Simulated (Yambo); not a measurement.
G0W0@PBEsol for Sr2MoZnO6 (space group Fm-3m, No. 225) in Yambo. Reference settings: 2×2×2 Γ-centred k mesh, bands 6 to 209 and a 7 Ry block in the screening, 209 bands in G with the Bruneval-Gonze terminator, plasmon pole fitted at 27.2 eV. The PBEsol gap L → X on this mesh is 2.04 eV; G0W0 gaps are taken between the same points.

With and without the terminator, as bands are cut:

```
bands in G (in W)  gap, terminator (eV)  gap, none (eV)  valence shift, terminator (eV)  valence shift, none (eV)
-----------------  --------------------  --------------  ------------------------------  ------------------------
69 (69)                           4.263           4.461                          -0.653                    -0.255
92 (92)                           4.005           4.149                          -0.563                    -0.173
127 (127)                         3.839           3.928                          -0.534                    -0.171
168 (168)                         3.754           3.803                          -0.570                    -0.262
209 (209)                         3.700           3.715                          -0.583                    -0.314
```

Over this range the gap spans 0.563 eV with the terminator and 0.746 eV without, the valence shift 0.119 eV and 0.143 eV. Neither column has reached its limit for certain. In the run with 209 bands and a 7 Ry block, which covers more k points, the smallest G0W0 gap is 3.59 eV, X → X.

Spin-orbit coupling is not included.

Geometry of the Materials Project entry, not relaxed at this level; primitive cell a = 5.6897 Å, b = 5.6897 Å, c = 5.6897 Å, α = 60.00°, β = 60.00°, γ = 60.00°.

A shift is the quasiparticle energy of the state minus its PBEsol energy.
